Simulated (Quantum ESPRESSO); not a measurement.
Inputs of pw.x and gipaw.x (a modified build of Quantum ESPRESSO, PBE) for Li$_{2}$Se; the starting potential comes from an earlier run on another mesh:

```
&CONTROL
  calculation = 'scf'
  prefix = 'x'
  pseudo_dir = './pseudo'
  outdir = './out'
  tprnfor = .true.
/
&SYSTEM
  ibrav = 0
  nat = 3
  ntyp = 2
  ecutwfc = 40
  ecutrho = 160
  occupations = 'fixed'
  nbnd = 6
/
&ELECTRONS
  conv_thr = 1e-11
  startingpot = 'file'
/
ATOMIC_SPECIES
Li 6.940 Li.GGA_PBE-JTH.UPF
Se 78.971 Se.GGA_PBE-JTH.UPF
CELL_PARAMETERS angstrom
    0.000000000000     2.976045000000     2.976045000000
    2.976045000000     0.000000000000     2.976045000000
    2.976045000000     2.976045000000     0.000000000000
ATOMIC_POSITIONS crystal
Li     0.750000000000     0.750000000000     0.750000000000
Li     0.250000000000     0.250000000000     0.250000000000
Se     0.000000000000     0.000000000000    -0.000000000000
K_POINTS automatic
5 5 5 1 1 1
```

```
&INPUTGIPAW
  job = 'nmr'
  prefix = 'x'
  tmp_dir = './out/'
  restart_mode = 'from_scratch'
  pawproj(1) = .true.
  pawproj(2) = .true.
  use_nmr_macroscopic_shape = .false.
/
```

The geometry is a computed Materials Project entry, not a measured one. It is Li2Se in Fm-3m; whether this form has been observed was not checked. Stability against distortions was not tested.

Problem. Predict the shielding tensors that the run ends with.

Solution. 
```
     f-sum rule (should be   -10.4042):
           -10.4042         -0.0000         -0.0000
             0.0000        -10.4042         -0.0000
            -0.0000         -0.0000        -10.4042

     Total NMR chemical shifts in ppm: ---------------------------------------
     (adopting the Simpson convention for anisotropy and asymmetry)-----------

     Atom  1  Li  pos: (  1.060660  1.060660  1.060660)  Total sigma:          77.24
            77.2376          0.0000          0.0000
             0.0000         77.2376         -0.0000
             0.0000         -0.0000         77.2376

     Li      1    anisotropy:     -0.00    eta:    0.0000
     Li      1    sigma_11=     77.24
     Li      1    sigma_22=     77.24
     Li      1    sigma_33=     77.24

     Atom  2  Li  pos: (  0.353553  0.353553  0.353553)  Total sigma:          77.24
            77.2376          0.0000         -0.0000
             0.0000         77.2376         -0.0000
            -0.0000         -0.0000         77.2376

     Li      2    anisotropy:      0.00    eta:    0.0000
     Li      2    sigma_11=     77.24
     Li      2    sigma_22=     77.24
     Li      2    sigma_33=     77.24

     Atom  3  Se  pos: (  0.000000  0.000000  0.000000)  Total sigma:        2440.30
          2440.3040          0.0000          0.0000
            -0.0000       2440.3040          0.0000
             0.0000          0.0000       2440.3040

     Se      3    anisotropy:     -0.00    eta:    0.0000
     Se      3    sigma_11=   2440.30
     Se      3    sigma_22=   2440.30
     Se      3    sigma_33=   2440.30
```
The printed anisotropy is 3/2 (σ_33 − σ_iso) in the program's own order; the axes are left out here. All sites are cubic, so the anisotropy vanishes by symmetry. These are absolute shieldings with no macroscopic susceptibility term; δ = σ_ref − σ needs a reference computed alike. In our sweeps, cutoffs and meshes of this size left a few ppm, and up to some 20 ppm on atoms from Zn on. No spin–orbit coupling; Se is the heaviest element present. The datasets of Se hold no d projectors, which limits absolute σ on these atoms. The structure is static (0 K, no zero-point motion).
